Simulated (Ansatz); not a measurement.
# Computed properties of BaSn2

BaSn₂:
```cif
data_BaSn2
_chemical_formula_sum 'Ba1 Sn2'
_space_group_name_H-M_alt 'P-3m1'
_space_group_IT_number 164
_space_group_name_Hall '-P 3 2"'
_cell_length_a 4.68109
_cell_length_b 4.68109
_cell_length_c 5.42814
_cell_angle_alpha 90.000
_cell_angle_beta 90.000
_cell_angle_gamma 120.000
loop_
_atom_site_label
_atom_site_type_symbol
_atom_site_symmetry_multiplicity
_atom_site_Wyckoff_symbol
_atom_site_fract_x
_atom_site_fract_y
_atom_site_fract_z
_atom_site_occupancy
Ba1 Ba 1 b 0.00000 0.00000 0.50000 1
Sn1 Sn 2 d 0.33333 0.66667 0.10502 1
```

Space group P-3m1 (No. 164); conventional cell a = 4.6811 Å, b = 4.6811 Å, c = 5.4281 Å, α = 90.00°, β = 90.00°, γ = 120.00°.

Method: PBEsol (plane waves, PAW; program Ansatz). The cell and atoms are relaxed at this level. Other levels are named where they apply.

### Cell and energy

| Property | Result |
|---|---|
| Volume per atom | 34.34 Å³ |
| Density | 6.04 g/cm³ |
| Formation energy from the elements (no fitted shifts) | -0.63 eV/atom |

### Electronic structure

| Quantity | Result |
|---|---|
| Electronic character | no gap, with almost no states at the Fermi level (zero-gap or semimetallic) |
| Density of states at the Fermi level | 0.03 states/eV per atom (mean over ±0.08 eV) |
| HSE06 gap on the PBEsol cell | 0.31 eV (a hybrid on a coarse mesh can open a false gap in a semimetal) |
| Gap with spin–orbit coupling | none (metallic) |

### Mechanics

| Quantity | Result |
|---|---|
| Bulk modulus (Birch–Murnaghan fit) | 35.9 GPa |
| Pressure derivative B′ | 4.0 |

### Charges

| Property | Result |
|---|---|
| Bader charges | Ba +1.12, Sn -0.56 e |

The measured cell (COD 8102994; 293 K, pressure taken as ambient) has 34.65 Å³ per atom; the computed volume differs by -0.9 %, which includes thermal expansion and zero-point motion.

The workflow started from an entry of the Crystallography Open Database (COD, 293 K). Its standing as an ambient phase is unchecked. The cell was relaxed with PBEsol under the symmetry of its start; whether a distortion lowers the energy is not shown. Axis ratios of metals converge slowly with the k-mesh, so a and c are less sure than the volume. The references are the lowest solids computed at this level, not always the standard phases. Spin–orbit coupling is left out wherever it is not named.

Potentials: the later of the program's two PAW sets.
